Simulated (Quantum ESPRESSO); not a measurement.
Different elements on one site among Ag Al Mo Ru

All numbers below are calculated, not measured. They come from Quantum ESPRESSO 7.5, a public plane-wave density functional program. Each row is one single-point run on a made-up periodic cell of eight metal atoms, with elements, volume, strain and displacements drawn at random and not relaxed, so a cell may be unstable or far from any real phase. There is no spin polarisation or spin-orbit coupling.

Settings: PBE unless stated; PseudoDojo standard norm-conserving files; Fermi-Dirac width 0.25 eV, which means electrons at about 2900 K; cutoff 1197 eV; 5 x 5 x 5 k mesh shifted half a step off Gamma. E is the free energy of the whole cell (internal energy minus TS), so a -TS column is already part of it. Stress is positive in tension, and the pressure P is minus a third of its trace.

Checks: one run of this series was repeated at a higher cutoff and on a denser mesh, which moved values by no more than 0.006 eV, 0.03 GPa and 0.007 eV/Å, and a second program with other atomic files agreed on it to 2 % rms in force and 0.5 GPa in pressure. Known limits: heavy elements are run without spin-orbit coupling, which real alloys of them have; a spin test at this wide smearing found no moment, but such smearing suppresses magnetism that the real alloy may have.

The lattice is face-centred cubic, and the cell vectors in Å are (-1.933, -3.967, -1.945); (-3.868, 1.954, 2.006); (0.075, 3.924, -3.878), a volume of 118.58 Å³. The elements on sites 1 to 8 are Mo Ag Ru Ru Ru X Al Al. The runs change X and keep the cell and the displaced positions. The column v is a rough volume for each atom of the pure element, close to PBE values, from general knowledge and not from these runs. Energies are left out, as each element's file has its own zero.

| run | X | v (Å³) | -TS (eV) | force on X (eV/Å) | rms force (eV/Å) | P (GPa) |
|---|---|---|---|---|---|---|
| 1 | Rh | 14.1 | -1.534 | 1.689 | 0.805 | 1.18 |
| 2 | W | 16.1 | -1.431 | 2.349 | 0.838 | 5.66 |
| 3 | Nb | 18.1 | -1.399 | 2.411 | 0.887 | 9.48 |
| 4 | Ru | 13.8 | -1.597 | 1.680 | 0.768 | 0.97 |
| 5 | Au | 18.0 | ? | ? | ? | ? |

## Worked fit

A straight line through the runs shown gives P = -27.2 + 2.031 v GPa with v in Å³, an error of 0.070 on the slope and a scatter of 0.24 GPa. At this fixed volume the pressure tends to rise with the size of X.

## Withheld run

Question: what pressure should run 5, with Au, give?

The fit gives 9.36 ± 0.32 GPa. The calculation gave 7.50 GPa. This run lies off the fit by more than twice that error, so something that the fit leaves out matters here.
